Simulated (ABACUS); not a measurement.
A self-consistent single point of WS2 (R3m, 3 atoms in the cell; from Materials Project mp-9813, changed as shown) with ABACUS.

Method: LDA (PW92), numerical atomic orbitals TZDP (confined pseudo-atomic orbitals with Gaussian additions; energy shift 0.01 Ry), PseudoDojo 0.4 standard norm-conserving LDA (tails mended) pseudopotentials run with ABACUS.

The change in words: lattice scaled by 0.98. Reference geometry (R3m):
```
WS2
1.0
    1.59196     0.91912     6.48785
   -1.59196     0.91912     6.48785
    0.00000    -1.83823     6.48785
W S
1 2
Direct
  0.00067   0.00067   0.00067
  0.41411   0.41411   0.41411
  0.25392   0.25392   0.25392
```

Reference input (self-consistent single point, DFT, LDA (PW92), numerical atomic orbitals TZDP (confined pseudo-atomic orbitals with Gaussian additions; energy shift 0.01 Ry), PseudoDojo 0.4 standard norm-conserving LDA (tails mended) pseudopotentials): basis = TZDP numerical atomic orbitals, energy shift 0.01 Ry; KPT = Gamma 12 12 12 0 0 0; basis_type = lcao; dft_functional = PWLDA; ecutwfc = 100 Ry; smearing_method = fd; smearing_sigma = 0.00146997 Ry; potentials = PseudoDojo 0.4 standard norm-conserving LDA (tails mended); symmetry = 1; ks_solver = genelpa; scf_nmax = 100; scf_thr = 1.0e-07. This run's input differs from it in these lines:

```diff
@@ -33,5 +33,5 @@
 LATTICE_VECTORS
-   3.0083627322    1.7368794065   12.2602653068
-  -3.0083627322    1.7368794065   12.2602653068
-   0.0000000000   -3.4737588130   12.2602653068
+   2.9481957421    1.7021424609   12.0150601141
+  -2.9481957421    1.7021424609   12.0150601141
+   0.0000000000   -3.4042830320   12.0150601141
```

Output, abridged:

```
 SELF-CONSISTENT
 -------------------------------------------

                  longest orb rcut (Bohr) = 7.3
   longest nonlocal projector rcut (Bohr) = 2.06
                     search radius (Bohr) = 18.7

                          real space grid = [ 80, 80, 80 ]
                                 init_chg = atomic

 LCAO ALGORITHM --------------- ION=   1  ELEC=   1--------------------------------

 Density error is 0.060188460673
 E_KohnSham     -196.2345585653      -2669.9081410026
 E_Fermi        0.8706684043         11.8460513668

 LCAO ALGORITHM --------------- ION=   1  ELEC=   2--------------------------------

   [... lines left out ...]

   [... 7 blocks of this kind left out ...]

 LCAO ALGORITHM --------------- ION=   1  ELEC=  10--------------------------------

 Density error is 1.2988350288e-07
 E_KohnSham     -196.2511178762      -2670.1334419854
 E_Fermi        0.8789035563         11.9580963585

 LCAO ALGORITHM --------------- ION=   1  ELEC=  11--------------------------------

 Density error is 1.45468312246e-08
 E_KohnSham     -196.2511178762      -2670.1334419854
 E_KS(sigma->0) -196.2511178762      -2670.1334419854
 E_entropy(-TS) -0.0000000000        -0.0000000000
 E_Fermi        0.8789035756         11.9580966210
 charge density convergence is achieved
 final etot is -2670.133442 eV
 EFERMI = 11.958096621 eV

 STATE ENERGY(eV) AND OCCUPATIONS    NSPIN == 1
   [... 20 lines left out ...]

 TOTAL-FORCE (eV/Angstrom)
                        W1         0.0000000000         0.0000000000        -0.0056676388
                        S1         0.0000000000         0.0000000000         1.0260047257
                        S2         0.0000000000         0.0000000000        -1.0203370870

 TOTAL-STRESS (KBAR)
        37.1094635891         0.0000000000         0.0000000000
         0.0000000000        37.1094537504        -0.0000019456
         0.0000000000        -0.0000019456        69.9463227782
 TOTAL-PRESSURE: 48.055080 KBAR

 --------------------------------------------
 !FINAL_ETOT_IS -2670.1334419853574218 eV
 --------------------------------------------
```

The run converged in 11 iterations. Against the reference run the free energy drops by 3.9 meV/atom, the pressure goes from -5.37 to 4.81 GPa, the largest force goes from 0.156 to 1.026 eV/Å and the gap on the mesh goes from 1.216 to 1.188 eV.

Spin-orbit coupling is left out, which matters for bands and gaps with elements this heavy. The atom-centred basis is finite, which shifts total energies, pressures, gaps and forces against plane waves. Forces above 1 eV/Å remain at this geometry, of which the finite basis can carry a part. The structure comes from a collection of computed structures, made at another level of theory; the collection holds predicted forms beside known ones. Its lattice was then scaled.

Cost on one core: roughly 50 core-seconds.

The atomic orbitals were generated for these runs; they are not ABACUS's published sets and were checked against plane waves on a few crystals only.

“Tails mended”: in these copies of the files the far tail of each local potential was reset to the Coulomb form.
